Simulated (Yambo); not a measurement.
G0W0@PBEsol for AgCl (space group Cmcm, No. 63) in Yambo. Reference settings: 4×4×4 Γ-centred k mesh, bands 9 to 99 and a 6 Ry block in the screening, 99 bands in G with the Bruneval-Gonze terminator, plasmon pole fitted at 27.2 eV. The PBEsol gap (0.25, 0.25, 0) → Γ on this mesh is 0.34 eV; G0W0 gaps are taken between the same points.

The settings were changed. The gap went from 1.72 eV to 1.66 eV, and the shift of the valence edge from -0.80 eV to -0.14 eV.

**Question.** Which change was made?
A. 47 bands in W, 47 bands in G
B. 3 Ry block
C. 69 bands in G
D. 47 bands in G, no terminator

**Answer.** D, 47 bands in G, no terminator. The others gave (gap, valence shift): 3 Ry block: 1.72, -0.81 eV; 69 bands in G: 1.74, -0.78 eV; 47 bands in W, 47 bands in G: 2.05, -0.68 eV.

Spin-orbit coupling is not included.

Geometry relaxed with PBEsol; primitive cell a = b = 5.738 Å, c = 3.845 Å, α = β = 90.00°, γ = 142.44°.

This is not the ordinary phase of the substance; no match was found in the copy of COD used, and its stability was not checked.

A shift is the quasiparticle energy of the state minus its PBEsol energy.
